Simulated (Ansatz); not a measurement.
PbI₂:
```xyz
6
Lattice="-3.2466 3.2466 7.0788 3.2466 -3.2466 7.0788 3.2466 3.2466 -7.0788" Properties=species:S:1:pos:R:3 pbc="T T T"
Pb     0.0000     0.0000     7.0788
Pb     3.2466     0.0000     3.5394
I      0.0000     0.0000     3.8278
I      3.2466     0.0000     0.2885
I      3.2466     0.0000     6.7903
I      0.0000     0.0000    10.3297
```

Relaxed with PBE. Special points in fractions of this cell's reciprocal vectors: Γ (0.000, 0.000, 0.000); X (0.000, 0.000, 0.500); P (0.250, 0.250, 0.250); N (0.000, 0.500, 0.000); M (0.500, 0.500, -0.500); S (0.303, 0.697, -0.303); S0 (-0.303, 0.303, 0.303); R (-0.105, 0.105, 0.500); G (0.500, 0.500, -0.105).

Q: List the band energies nearest the valence-band maximum at these points for plane-wave PAW PBE (Ansatz code).

A: In eV from the valence-band maximum; about four levels below and three above (degenerate sets whole), none deeper than 8.9 eV; points with the same levels are listed once.

| k | below | above |
|---|---|---|
| Γ | -0.64 -0.64 -0.50 -0.50 -0.35 | 3.07 4.68 4.97 4.97 |
| X | -0.26 -0.26 -0.04 -0.04 | 2.10 2.10 2.18 2.18 |
| P | -0.24 -0.24 -0.04 -0.04 | 2.11 2.11 2.18 2.18 |
| N | -0.73 -0.71 -0.37 -0.29 | 2.31 2.62 3.28 |
| M | -0.64 -0.64 -0.53 -0.53 | 3.98 3.98 4.87 4.87 |
| S | -0.68 -0.67 -0.60 -0.53 -0.35 | 2.32 3.15 3.64 |
| R | -0.33 -0.33 -0.21 -0.21 | 2.16 2.16 2.83 2.83 |

Space group I4_1/amd (anatase). The cell is a constructed one: a structure type filled with these elements; neither database checked (COD, Materials Project) lists it. It is not the phase usual at ambient conditions (space group No. 164). The cell was relaxed with PBE under the symmetry of its start; its stability against distortions is not shown here. Spin–orbit coupling is left out wherever it is not named.

Potentials: the later of the program's two PAW sets.
